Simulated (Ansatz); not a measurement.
A geometry of Te$_{2}$Mo away from equilibrium: the start of the relaxation of a relaxed Te2Mo cell, doubled along one cell vector, shaken by Gaussian noise of σ = 0.08 Å a coordinate. Computed with r2SCAN (plane waves to 500 eV, PAW, scalar-relativistic; Ansatz, a program for electronic structure). Γ-centred k-mesh 4×8×2 on the run's cell (coarser than for final values), Fermi–Dirac smearing 0.05 eV.

```xyz
12
Lattice="7.1273 0.0000 0.0000 -1.7818 3.0862 0.0000 0.0000 0.0000 14.7356" Properties=species:S:1:pos:R:3:forces:R:3 pbc="T T T" free_energy=-75831.776 pressure_GPa=-1.1
Mo    -0.0368     1.9943    11.1387    0.9245    1.2635   -1.4356
Mo     3.5219     2.0495    10.8348    1.4400   -0.3208    2.9190
Mo     1.6373     1.0833     3.7166    1.5596   -0.9844   -0.4301
Mo     5.4241     1.0054     3.5776    0.9639    1.1578    2.9923
Te     0.0506     2.0108     1.7434    0.1202    0.9366    0.8820
Te     3.8218     2.1381     1.9104   -2.1833   -1.1401   -1.2638
Te     1.8205     1.1202     9.1598   -1.2344   -1.1877    0.2938
Te     5.4615     0.9899     9.2071   -0.4143    0.8290   -0.5903
Te     1.8583     1.0882    12.8470   -0.3487   -0.5631   -0.4848
Te     5.3124     0.9818    12.8186   -0.3607   -0.0261   -0.6443
Te     0.0516     2.0518     5.6752   -0.8211    0.2627   -1.6882
Te     3.5337     2.0725     5.4368    0.3542   -0.2275   -0.5499
```

Positions in Å, forces in eV/Å, free energy of the cell in eV (comparable only within this code, potentials and settings). Largest force: 3.35 eV/Å, on Mo4 (atoms numbered as listed); the geometry lies 0.13 eV/atom above the end of its relaxation.

No spin polarisation in the result. No dispersion correction is included, so spacings between layers, chains or molecules are soft and tend to come out too large.
